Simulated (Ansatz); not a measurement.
Geometry optimisation in Ansatz: input, command and trajectory.

```yaml
crystal:
  lattice:
    - [4.7242585944, 0.0, 0.0]
    - [0.0, 3.6013547135, 0.0]
    - [0.0, 0.0, 6.8139148979]
  atoms:
    - { symbol: Si, position: [0.298188337, 0.75, 0.6115130868] }
    - { symbol: Si, position: [0.701811663, 0.25, 0.3884869132] }
    - { symbol: Si, position: [0.201811663, 0.25, 0.1115130868] }
    - { symbol: Si, position: [0.798188337, 0.75, 0.8884869132] }
    - { symbol: Ni, position: [0.9554843478, 0.75, 0.2114640217] }
    - { symbol: Ni, position: [0.0445156522, 0.25, 0.7885359783] }
    - { symbol: Ni, position: [0.5445156522, 0.25, 0.7114640217] }
    - { symbol: Ni, position: [0.4554843478, 0.75, 0.2885359783] }
    - { symbol: Ni, position: [0.8274674262, 0.75, 0.5608750059] }
    - { symbol: Ni, position: [0.1725325738, 0.25, 0.4391249941] }
    - { symbol: Ni, position: [0.6725325738, 0.25, 0.0608750059] }
    - { symbol: Ni, position: [0.3274674262, 0.75, 0.9391249941] }
basis:
  ecutwfc: 420
kpoints:
  mp_grid: { grid: [8, 10, 6] }
hamiltonian:
  xc: pbesol
scf:
  occupations: { method: gaussian, width: 0.1 }
output:
  forces: true
  stress: true
  eigenvalues: true
relax:
  adjacent_minimum: "off"
  f_tol: 0.01
  max_steps: 30
  cell: { stress_tol: 0.1, fix: [volume] }
```

```bash
ansatz run input.yaml --threads 4 --pin off --max-ram 10240MiB --backend cpu --events-out ev --progress --plain --runs-dir out
```

Theory: Ansatz, DFT PBEsol, scalar-relativistic, plane waves, PAW.

The volume is held at 0.91 times that of the relaxed cell.

Of 5 frames 4 are shown, positions in Å and forces in eV/Å; the SCF threshold varies from step to step. Steps run on the plane waves of an earlier cell, with a Pulay correction in the pressure. The basis is chosen afresh for the last frame, the zero of the energies, and at times for earlier ones too; energy and pressure can step there, also at an unchanged geometry. Where two frames share a geometry here, they differ by under 2 meV/atom and 0.3 GPa. Spin polarisation was left out; whether the Ni atoms would carry moments isn't shown by this run.

```xyz
12
Lattice="4.7243 0.0000 0.0000 0.0000 3.6014 0.0000 0.0000 0.0000 6.8139" Properties=species:S:1:pos:R:3:forces:R:3 pbc="T T T" step=1 free_energy_over_end_meV_per_atom=0.30 pressure_GPa=25.91
Si    1.4087    2.7010    4.1668    0.0441    0.0000   -0.0049
Si    3.3155    0.9003    2.6471   -0.0441    0.0000    0.0049
Si    0.9534    0.9003    0.7598   -0.0441    0.0000   -0.0049
Si    3.7708    2.7010    6.0541    0.0441    0.0000    0.0049
Ni    4.5140    2.7010    1.4409   -0.0244    0.0000    0.0660
Ni    0.2103    0.9003    5.3730    0.0244    0.0000   -0.0660
Ni    2.5724    0.9003    4.8479    0.0244    0.0000    0.0660
Ni    2.1518    2.7010    1.9661   -0.0244    0.0000   -0.0660
Ni    3.9092    2.7010    3.8218    0.0020    0.0000   -0.0007
Ni    0.8151    0.9003    2.9922   -0.0020    0.0000    0.0007
Ni    3.1772    0.9003    0.4148   -0.0020    0.0000   -0.0007
Ni    1.5470    2.7010    6.3991    0.0020    0.0000    0.0007
12
Lattice="4.7216 0.0000 0.0000 0.0000 3.6030 0.0000 0.0000 0.0000 6.8147" Properties=species:S:1:pos:R:3:forces:R:3 pbc="T T T" step=2 free_energy_over_end_meV_per_atom=0.19 pressure_GPa=25.85
Si    1.4103    2.7023    4.1667    0.0406    0.0000   -0.0082
Si    3.3113    0.9008    2.6480   -0.0406    0.0000    0.0082
Si    0.9505    0.9008    0.7593   -0.0406    0.0000   -0.0082
Si    3.7710    2.7023    6.0553    0.0406    0.0000    0.0082
Ni    4.5098    2.7023    1.4431   -0.0161    0.0000    0.0473
Ni    0.2118    0.9008    5.3715    0.0161    0.0000   -0.0473
Ni    2.5726    0.9008    4.8504    0.0161    0.0000    0.0473
Ni    2.1490    2.7023    1.9642   -0.0161    0.0000   -0.0473
Ni    3.9073    2.7023    3.8223   -0.0046    0.0000   -0.0014
Ni    0.8143    0.9008    2.9924    0.0046    0.0000    0.0014
Ni    3.1750    0.9008    0.4149    0.0046    0.0000   -0.0014
Ni    1.5465    2.7023    6.3997   -0.0046    0.0000    0.0014
12
Lattice="4.7100 0.0000 0.0000 0.0000 3.6062 0.0000 0.0000 0.0000 6.8254" Properties=species:S:1:pos:R:3:forces:R:3 pbc="T T T" step=3 free_energy_over_end_meV_per_atom=0.01 pressure_GPa=25.60
Si    1.4193    2.7047    4.1686   -0.0150    0.0000    0.0087
Si    3.2906    0.9016    2.6567    0.0150    0.0000   -0.0087
Si    0.9356    0.9016    0.7559    0.0150    0.0000    0.0087
Si    3.7743    2.7047    6.0694   -0.0150    0.0000   -0.0087
Ni    4.4932    2.7047    1.4536    0.0007    0.0000    0.0111
Ni    0.2168    0.9016    5.3718   -0.0007    0.0000   -0.0111
Ni    2.5717    0.9016    4.8663   -0.0007    0.0000    0.0111
Ni    2.1382    2.7047    1.9591    0.0007    0.0000   -0.0111
Ni    3.8973    2.7047    3.8288    0.0146    0.0000    0.0115
Ni    0.8127    0.9016    2.9966   -0.0146    0.0000   -0.0115
Ni    3.1677    0.9016    0.4161   -0.0146    0.0000    0.0115
Ni    1.5423    2.7047    6.4092    0.0146    0.0000   -0.0115
12
Lattice="4.7116 0.0000 0.0000 0.0000 3.6070 0.0000 0.0000 0.0000 6.8215" Properties=species:S:1:pos:R:3:forces:R:3 pbc="T T T" step=5 free_energy_over_end_meV_per_atom=0.00 pressure_GPa=25.61
Si    1.4180    2.7052    4.1654   -0.0009    0.0000   -0.0017
Si    3.2936    0.9018    2.6561    0.0009    0.0000    0.0017
Si    0.9378    0.9018    0.7546    0.0009    0.0000   -0.0017
Si    3.7739    2.7052    6.0668   -0.0009    0.0000    0.0017
Ni    4.4968    2.7052    1.4534   -0.0035    0.0000   -0.0001
Ni    0.2148    0.9018    5.3680    0.0035    0.0000    0.0001
Ni    2.5706    0.9018    4.8642    0.0035    0.0000   -0.0001
Ni    2.1410    2.7052    1.9573   -0.0035    0.0000    0.0001
Ni    3.8990    2.7052    3.8284   -0.0019    0.0000   -0.0048
Ni    0.8126    0.9018    2.9931    0.0019    0.0000    0.0048
Ni    3.1685    0.9018    0.4177    0.0019    0.0000   -0.0048
Ni    1.5432    2.7052    6.4038   -0.0019    0.0000    0.0048
```

The run took 55 s on 4 threads of Intel(R) Xeon(R) 6975P-C (Granite Rapids), on a shared host, peak memory 1.3 GiB.